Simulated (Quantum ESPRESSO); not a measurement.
Field gradients of SnSe$_{2}$ from the PAW reconstruction of the field gradient on a scalar-relativistic PBE ground state (a modified build of Quantum ESPRESSO, JTH datasets). The input of pw.x:

```
&CONTROL
  calculation = 'scf'
  prefix = 'x'
  pseudo_dir = './pseudo'
  outdir = './out'
  tprnfor = .true.
/
&SYSTEM
  ibrav = 0
  nat = 3
  ntyp = 2
  ecutwfc = 40
  ecutrho = 160
  occupations = 'fixed'
  nbnd = 17
/
&ELECTRONS
  conv_thr = 1e-11
/
ATOMIC_SPECIES
Sn 118.710 Sn.GGA_PBE-JTH.UPF
Se 78.971 Se.GGA_PBE-JTH.UPF
CELL_PARAMETERS angstrom
    3.841900000520     0.000000000000     0.000000000000
   -1.920950000260     3.327182999250     0.000000000000
    0.000000000000     0.000000000000     6.485880000000
ATOMIC_POSITIONS crystal
Sn     0.000000000000     0.000000000000     0.000000000000
Se     0.666666666667     0.333333333333     0.763267243304
Se     0.333333333333     0.666666666667     0.236732756696
K_POINTS automatic
7 7 4 0 0 0
```
The cell was made here from a computed Materials Project entry: Se2 and its equivalents moved by 0.04 Å along (0.00, 0.00, 1.00), space group kept. The parent is SnSe2 in P-3m1; whether this form has been observed was not checked. Stability against distortions was not tested. The layers lie 3.4 Å apart; this gap hangs on dispersion, and neither it nor the stacking was checked against the measured crystal.

Vzz is the sum of three terms, each taken along its main axis: the smooth valence density, the ions (nucleus and frozen core) with the augmentation charges of all other spheres, and the all-electron minus smooth density in the atom's own sphere. The split hangs on the datasets.  Cores are frozen. Sn, Se had no test against all-electron runs. Spin–orbit coupling is left out, a limit on Sn.

```tsv
site	smooth valence density	ions and other spheres	own sphere	Vzz (a.u.)
Sn (atom 1)	0.130	-0.131	[?]	[?]
Se (atoms 2, 3)	-0.008	-0.016	[?]	[?]
```

Some entries are withheld; supply them.


- Sn (atom 1), own sphere: 0.030
- Sn (atom 1), Vzz (a.u.): 0.029
- Se (atoms 2, 3), own sphere: -1.037
- Se (atoms 2, 3), Vzz (a.u.): -1.061
